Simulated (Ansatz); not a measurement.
FeB4 (space group Pnnm)

```
CELL_PARAMETERS angstrom
      4.46513     0.00000     0.00000
      0.00000     5.26065     0.00000
      0.00000     0.00000     2.98871
ATOMIC_POSITIONS crystal
  Fe 0.50000 0.00000 0.00000
  Fe 0.00000 0.50000 0.50000
  B  0.16169 0.87350 0.50000
  B  0.83831 0.12650 0.50000
  B  0.66169 0.62650 0.00000
  B  0.33831 0.37350 0.00000
  B  0.74957 0.81250 0.50000
  B  0.25043 0.18750 0.50000
  B  0.24957 0.68750 0.00000
  B  0.75043 0.31250 0.00000
```

The slice is a (010) plane (indices of the conventional cell) through the point (0.000, 0.500, 0.500) (fractional), spanned by u = [001] and v = [100] in vectors of this cell: u (2.99 Å) and v (4.47 Å, at 90° to u). It covers one period; positions are fractions (u, v).

Level of theory: PBEsol (plane waves to 420 eV, PAW, scalar-relativistic; Ansatz, an electronic-structure program). k mesh 9×8×14. These are valence fields of a PAW run, semicore shells included where kept as valence: close to a nucleus they are smooth pseudo fields. FeB4 is run without spin polarisation. FeB4 was relaxed with its symmetry unable to fall.

**Question.** Sketch the valence electron density on this plane as a map.

**Answer.** 
```
v \ u  0.00  0.15  0.31  0.46  0.62  0.77  0.92
-----  ----  ----  ----  ----  ----  ----  ----
0.90    1.0   0.5  -0.3  -0.4  -0.4   0.0   0.9
0.80   -0.2  -0.3  -0.3  -0.2  -0.2  -0.3  -0.2
0.70   -0.7  -0.6  -0.3  -0.1  -0.1  -0.4  -0.7
0.60   -1.0  -0.8  -0.4  -0.1  -0.2  -0.6  -1.0
0.50   -1.2  -0.9  -0.5  -0.2  -0.3  -0.7  -1.1
0.40   -1.0  -0.8  -0.4  -0.1  -0.2  -0.6  -1.0
0.30   -0.7  -0.6  -0.3  -0.1  -0.1  -0.4  -0.7
0.20   -0.2  -0.3  -0.3  -0.2  -0.2  -0.3  -0.2
0.10    1.0   0.5  -0.3  -0.4  -0.4   0.0   0.9
0.00    1.5   1.0  -0.2  -0.6  -0.5   0.4   1.4
```

Values: log₁₀ of the valence density in e/Å³. The scale is logarithmic, as a density can span decades between atoms and voids.
